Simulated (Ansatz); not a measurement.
HfCd (P4/nmm), rigid cleavage

Theory: Ansatz 0.2.0, DFT PBEsol, scalar-relativistic, plane waves, PAW. The runs took a 420 eV cutoff, a Γ-centred 15×15×3 mesh and Gaussian smearing (0.15 eV). Spin–orbit coupling is left out, which can shift energies with elements as heavy as these. No spin polarisation. Energies are free energies at this smearing, counted from the undisturbed cell; pressure is positive in compression.

Reference structure (relaxed at this level; it needn't be the usual structure):

```yaml
crystal:
  lattice:
    - [-3.05300, 0.00000, 0.00000]
    - [0.00000, -3.05300, 0.00000]
    - [0.00000, 0.00000, 17.69262]
  atoms:
    - { symbol: Hf, position: [0.00000, 0.50000, 0.31353] }
    - { symbol: Hf, position: [0.00000, 0.50000, 0.81353] }
    - { symbol: Hf, position: [0.50000, 0.00000, 0.93557] }
    - { symbol: Hf, position: [0.50000, 0.00000, 0.43557] }
    - { symbol: Cd, position: [0.00000, 0.50000, 0.06441] }
    - { symbol: Cd, position: [0.00000, 0.50000, 0.56441] }
    - { symbol: Cd, position: [0.50000, 0.00000, 0.18469] }
    - { symbol: Cd, position: [0.50000, 0.00000, 0.68469] }
```

The cut lies on the cell's a–b face, a (0 0 1) plane (indices in the standard cell, whose axes needn't be the Cartesian ones shown) of area 9.32 Å², between layers 2.28 Å apart. Vector c is lengthened by d along the normal with the atoms' Cartesian places fixed: one unrelaxed cut a cell. The cell is metallic on the mesh throughout.

```tsv
d (Å)	energy (J/m²)
0.00	0.00
0.50	0.41
1.00	1.15
2.00	2.34
3.00	2.90
6.00	3.15
```

Problem. Predict the traction dE/dd (GPa) at each point.

Solution.
```tsv
d (Å)	traction dE/dd (GPa)
0.00	-0.1
0.50	13.5
1.00	14.9
2.00	8.4
3.00	3.3
6.00	0.0
```

Cost: 6 runs of about 17 core-minutes in all, on Arm Neoverse V2 (shared hosts).